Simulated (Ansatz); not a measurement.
## TiC under strain: Field gradients at the nuclei

The cell is a COD entry, relaxed with PBE at fixed cell and then changed (z compressed by 1 %, ions relaxed).

```xyz
2
Lattice="0.0000 2.1640 2.1424 2.1640 0.0000 2.1424 2.1640 2.1640 0.0000" Properties=species:S:1:pos:R:3 pbc="T T T"
Ti    0.0000    0.0000    0.0000
C     2.1640    2.1640    2.1424
```

Atom numbers follow the list; atoms alike are taken as one site, whose name carries the number of the first.

All values are calculated (Ansatz; DFT, PBE, plane waves and PAW, scalar-relativistic, 420 eV cutoff, Γ-centred 18×18×18 k-points, Fermi–Dirac smearing 0.05 eV), not measured.

Conventions: |V_zz| ≥ |V_yy| ≥ |V_xx|, η = (V_xx − V_yy)/V_zz, C_Q = eQV_zz/h.

Ti-49: I = 7/2, Q = 247.0 mb. Quadrupole moments are those of Pyykkö's year-2017 table.

**Question.** Which values are expected at the nuclei?

**Answer.** 

| site | atoms (order as listed) | first shell | V_xx, V_yy, V_zz (10²¹ V/m²) | η | C_Q (MHz) |
| --- | --- | --- | --- | --- | --- |
| Ti | 1 | 6 C at 2.14–2.16 Å | 0.43, 0.43, -0.86 | 0.00 | -5.13 |
| C | 2 | 6 Ti at 2.14–2.16 Å | 0.060, 0.060, -0.12 | 0.00 | – |

An axis of threefold or higher order runs through Ti and C, so V_zz lies along it and η is zero.

C has no stable isotope with a ground-state quadrupole moment in the table, so no C_Q is given.

With no gap above 0.1 eV, as in a metal, the gradients converge slowly in k; expect changes of a tenth or more on a denser mesh.

The relaxation (1 step) took 6.1 s of wall time (6.1 s of CPU time) and 0.47 GiB at its peak, on 1 thread of Intel Xeon 6975P-C (Granite Rapids) (x86_64; 16 cores open to the job, memory cap 3.0 GiB, no GPU), a shared host with a load of 0.4 a core.
